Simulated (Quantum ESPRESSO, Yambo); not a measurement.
AgCl (rock salt, space group Fm-3m, No. 225) under isotropic strain (on all lattice vectors), counted from the cell relaxed with PBEsol, atoms relaxed at each step. PBEsol (Quantum ESPRESSO, PseudoDojo norm-conserving, 82 Ry, no spin-orbit coupling); G0W0 in Yambo (4×4×4 Γ-centred k mesh, bands 5 to 100 and a 10 Ry block in the screening, 100 bands in G with the Bruneval-Gonze terminator, plasmon pole fitted at 27.2 eV).

```csv
strain s (%),PBEsol direct gap at Γ (eV),G0W0 direct gap at Γ (eV)
-1.5,3.479,5.090
-0.7,3.369,4.980
0,3.277,4.903
+1,3.154,4.782
+2,?,?
```

**Question.** Fit a parabola in s to each column by least squares and predict the withheld row.

**Answer.** PBEsol: E = 3.277 − 0.1278 s + 0.0046 s² (largest residual 0 meV), giving 3.040 eV at s = +2; the run gave 3.039 eV, a miss of 1 meV. G0W0: E = 4.899 − 0.1200 s + 0.0044 s² (largest residual 5 meV), giving 4.676 eV at s = +2; the run gave 4.679 eV, a miss of 3 meV. The withheld row lies outside the fitted range, so this is an extrapolation. The GW settings are held fixed; their convergence isn't established. The screening block changes size along the series (169 vectors at -1.5 %, 169 vectors at -0.7 %, 169 vectors at +0 %, 181 vectors at +1 %, 181 vectors at +2 %), which puts steps into the G0W0 values. Spin-orbit splittings are left out.
